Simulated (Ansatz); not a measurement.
V (bcc, W type)

```xyz
2
Lattice="-2.9587 2.9587 2.9587 1.4794 -1.4794 1.4794 1.4794 1.4794 -1.4794" Properties=species:S:1:pos:R:3 pbc="T T T"
V      0.0000     0.0000     0.0000
V     -1.4794     1.4794     1.4794
```

Scan: atom 2 (V, nearest neighbour V at 2.562 Å; its periodic images, 2.6 Å or more away, move with it) is displaced along Cartesian x, direction (1.000, 0.000, 0.000) in Cartesian axes, by s. The other atoms stay.

Computed with PBEsol (plane waves to 420 eV, PAW, scalar-relativistic; Ansatz, a program for electronic structure). k mesh 9×18×18 (Γ-centred), Fermi-Dirac smearing 0.05 eV. E stands for the smeared free energy. Compression counts positive. With partly filled bands, energies and forces of such displacements shift with the k mesh and the smearing. V is run without spin polarisation. V was relaxed with its symmetry unable to fall. ΔE is measured from the undisplaced structure.

Task: What ΔE (meV/cell) and P (GPa) does the calculation give at s (Å) = -0.204, -0.102, 0.102, 0.204, 0.306, 0.510?

Result: 
| s (Å) | ΔE (meV/cell) | P (GPa) |
|---|---|---|
| -0.204 | 101 | 0.4 |
| -0.102 | 27 | 0.1 |
| 0.102 | 27 | 0.1 |
| 0.204 | 101 | 0.4 |
| 0.306 | 204 | 0.8 |
| 0.510 | 408 | 2.0 |

(A displaced cell: forces are minus the slopes of the energy, force constants its curvatures, and phonons follow from these.)
